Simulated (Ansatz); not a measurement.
RbLuSe₂, DFT, PBEsol, all-electron PAW with datasets made for the crystal, scalar-relativistic (Ansatz 0.2.0), run on 1 thread of Intel(R) Xeon(R) 6975P-C (Granite Rapids) on a shared host.

Structure: COD 4318778, as refined from experiment and not relaxed. The listed cell was then made from it by scaling, straining or moving an atom.

Command: `ansatz run input.yaml --threads 1 --pin off --max-ram 4096MiB --backend cpu --events-out ev --progress --plain --runs-dir out`

```yaml
crystal:
  lattice:
    - [2.0715605393, 1.196016035, 7.8974807901]
    - [-2.0715605393, 1.196016035, 7.8974807901]
    - [0.0, -2.39203207, 7.8974807901]
  atoms:
    - { symbol: Rb, position: [0.0, 0.0, 0.0] }
    - { symbol: Lu, position: [0.5, 0.5, 0.5] }
    - { symbol: Se, position: [0.23179, 0.23179, 0.23179] }
    - { symbol: Se, position: [0.76821, 0.76821, 0.76821] }
kpoints:
  mp_grid: { grid: [7, 7, 7] }
scf:
  occupations: { method: fermi_dirac, width: 0.03 }
hamiltonian:
  xc: pbesol
  pseudopotentials: { kind: all_electron, datasets: crystal }
output:
  forces: true
  stress: true
  eigenvalues: true
  efg: { contact_densities: true }
```

Q: How large is the problem that the program sets up?

A: 44 irreducible k-points, 1697 plane waves at Γ, 40 bands.

Q: About how long does it take, and how much memory does it use?

A: 24 s of wall time for 11 SCF iterations, with a peak of 1.1 GiB. Times on shared machines scatter by tens of per cent.

Q: And the same cell and mesh by PAW with the default files, asked for forces, stress, eigenvalues, efg, on the same hardware?

A: 8 s, peak memory 0.61 GiB.
